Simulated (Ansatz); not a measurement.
**SnGe₂: stable or not**

The cell was found from a structure generator's guess, not taken from experiment.

Level of theory: Ansatz, DFT PBE, scalar-relativistic, plane waves, PAW. Cutoff 420 eV, Γ-centred 12×12×4 mesh (6-atom cell), Gaussian smearing of 0.10 eV, no spin polarisation.

```
Sn Ge
1.0
     4.29271    0.00000    0.00000
    -2.14636    3.71760    0.00000
     0.00000    0.00000   10.54839
Sn Ge
2 4
Cartesian
  2.1464 1.2392 2.1946
  0.0000 2.4784 8.3538
  0.0000 2.4784 5.6582
  0.0000 0.0000 9.3047
  2.1464 1.2392 4.8902
  0.0000 0.0000 1.2437
```

The zero of energy is the elements' standard structures at the same level; no fitted shifts are applied. The references include grey tin.

Question: These tests were run: energy against the elements; random kick, then relaxation without symmetry; phonons on a 2×2×1 q mesh; elastic tensor. What do they show?

Answer:

| test | result |
| --- | --- |
| energy against the elements | +0.05 eV/atom |
| random kick, then relaxation without symmetry | returns |
| phonons on a 2×2×1 q mesh | no imaginary mode on the mesh |
| elastic tensor | least eigenvalue 22 GPa |

It fails one test: energy against the elements. It may still be a metastable minimum.

The kick test ran on a coarse mesh. The run for the phonons used a 12×12×4 k mesh and Fermi–Dirac smearing of 0.15 eV. The run for the elastic tensor used a 12×12×4 k mesh and Fermi–Dirac smearing of 0.15 eV.
